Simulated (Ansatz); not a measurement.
Relaxed structure of HCl on the (110) surface of TiO$_{2}$, its top face closed with OH (H on the anions), its bottom face bare, one molecule per 38.5 Å² (the molecule's atoms stand last):

```yaml
crystal:
  lattice:
    - [5.90853, 0.00000, 0.00000]
    - [0.00000, 6.51694, 0.00000]
    - [0.00000, 0.00000, 25.28831]
  atoms:
    - { symbol: O, position: [0.00000, 0.00000, 0.31635] }
    - { symbol: O, position: [0.50000, 0.00000, 0.31635] }
    - { symbol: Ti, position: [0.00000, 0.50000, 0.36676] }
    - { symbol: Ti, position: [0.50000, 0.50000, 0.36676] }
    - { symbol: Ti, position: [0.25000, 0.00000, 0.36676] }
    - { symbol: Ti, position: [0.75000, 0.00000, 0.36676] }
    - { symbol: O, position: [0.25000, 0.30438, 0.36676] }
    - { symbol: O, position: [0.75000, 0.30438, 0.36676] }
    - { symbol: O, position: [0.25000, 0.69562, 0.36676] }
    - { symbol: O, position: [0.75000, 0.69562, 0.36676] }
    - { symbol: O, position: [0.00000, 0.00000, 0.41718] }
    - { symbol: O, position: [0.50000, 0.00000, 0.41718] }
    - { symbol: O, position: [0.00000, 0.50000, 0.44520] }
    - { symbol: O, position: [0.50000, 0.50000, 0.44520] }
    - { symbol: Ti, position: [0.00395, 0.99909, 0.49082] }
    - { symbol: Ti, position: [0.50401, 0.99819, 0.49060] }
    - { symbol: Ti, position: [0.25099, 0.49849, 0.50071] }
    - { symbol: Ti, position: [0.75051, 0.49825, 0.50107] }
    - { symbol: O, position: [0.24978, 0.80907, 0.49465] }
    - { symbol: O, position: [0.74917, 0.80885, 0.49429] }
    - { symbol: O, position: [0.25083, 0.19303, 0.50233] }
    - { symbol: O, position: [0.75078, 0.19289, 0.50239] }
    - { symbol: O, position: [0.00042, 0.52035, 0.54607] }
    - { symbol: O, position: [0.50030, 0.52199, 0.54580] }
    - { symbol: O, position: [0.00078, 0.92098, 0.57952] }
    - { symbol: O, position: [0.50588, 0.92388, 0.58054] }
    - { symbol: H, position: [0.84961, 0.95639, 0.59268] }
    - { symbol: H, position: [0.36021, 0.96827, 0.59513] }
    - { symbol: H, position: [0.99719, 0.76838, 0.57499] }
    - { symbol: H, position: [0.49356, 0.77172, 0.57633] }
    - { symbol: Cl, position: [0.21319, 0.33054, 0.65368] }
    - { symbol: H, position: [0.33207, 0.28056, 0.69452] }
```

The calculation used DFT PBE+D3(BJ), scalar-relativistic, plane waves, PAW (Ansatz). Plane waves to 420 eV, a k mesh through Γ of 3×3×1 on the computed 32-atom cell and Gaussian smearing (0.05 eV); no spin polarisation. The cell repeats along c with a dipole correction in the vacuum.

The slab and the molecular layer are also computed alone at these places.

(1) How does the adsorption energy per molecule split into interaction and deformation?

(2) How much charge moves across the plane at z = 15.79 Å, midway between slab and molecule?

(3) How does the density difference (whole less rigid parts, positive where electrons gather), summed over the plane, run along c?

## Answers

(1) E_ads = -0.183 eV: interaction of the rigid parts -0.187 eV, deformation of the slab +0.005 eV, deformation of the molecule with its lateral interactions -0.001 eV.

(2) About 0.01 electrons a cell move up to the molecule; half the integral of |Δρ| is 0.04 e.

(3)
```csv
z (Å),Δρ (e/Å)
6.04,0.000
6.18,0.000
6.46,0.000
6.60,0.000
6.88,0.000
7.02,0.000
7.31,0.000
7.45,0.000
7.59,0.000
7.87,0.000
8.01,0.000
8.29,0.000
8.43,0.000
8.71,0.000
8.85,0.000
9.13,0.000
9.27,0.000
9.41,0.000
9.69,0.000
9.83,0.000
10.12,0.000
10.26,0.000
10.54,0.000
10.68,0.000
10.82,0.000
11.10,0.000
11.24,0.000
11.52,0.000
11.66,0.000
11.94,0.001
12.08,0.001
12.22,0.000
12.50,-0.001
12.64,-0.001
12.93,-0.001
13.07,-0.001
13.35,-0.001
13.49,0.000
13.77,0.002
13.91,0.003
14.05,0.003
14.33,0.000
14.47,-0.001
14.75,-0.001
14.89,-0.004
15.17,-0.012
15.31,-0.014
15.45,-0.015
15.73,-0.014
15.88,-0.011
16.16,-0.002
16.30,0.003
16.58,0.005
16.72,0.005
16.86,0.004
17.14,0.005
17.28,0.007
17.56,0.010
17.70,0.010
17.98,0.007
18.12,0.005
18.40,0.003
18.54,0.002
18.69,0.001
18.97,0.001
19.11,0.001
19.39,0.000
19.53,0.000
19.81,0.000
19.95,0.000
```